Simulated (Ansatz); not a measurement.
The relaxed structure here is a generated cell of Ta2Ge: the first start was made by placing the elements on the sites of a structure type, and the end was not matched to a known phase here, so it may be hypothetical.

A relaxed structure of Ta₂Ge. Space group Fd-3m (No. 227), AFLOW prototype A2B_cF24_227_c_a (C9, as in SiO2). All values below come from r2SCAN (plane waves to 500 eV, PAW, scalar-relativistic; Ansatz, a program for electronic structure).

```xyz
6
Lattice="0.0000 5.5456 5.5456 5.5456 0.0000 5.5456 5.5456 5.5456 0.0000" Properties=species:S:1:pos:R:3 pbc="T T T"
Ta     6.9320     6.9320     6.9320
Ta     6.9320     4.1592     4.1592
Ta     4.1592     6.9320     4.1592
Ta     4.1592     4.1592     6.9320
Ge     8.3184     8.3184     8.3184
Ge     5.5456     5.5456     5.5456
```

Task: Give the band gap at the level r2SCAN.

Result: No gap on the sampled points, where the bands overlap only slightly; such a result is sensitive to mesh and level.

No spin polarisation in the result. A magnetic state may lie lower.

The run could not lose the symmetry of its start, so the end can be a saddle point.

All atoms sit on sites fixed by symmetry, so only the cell could relax.
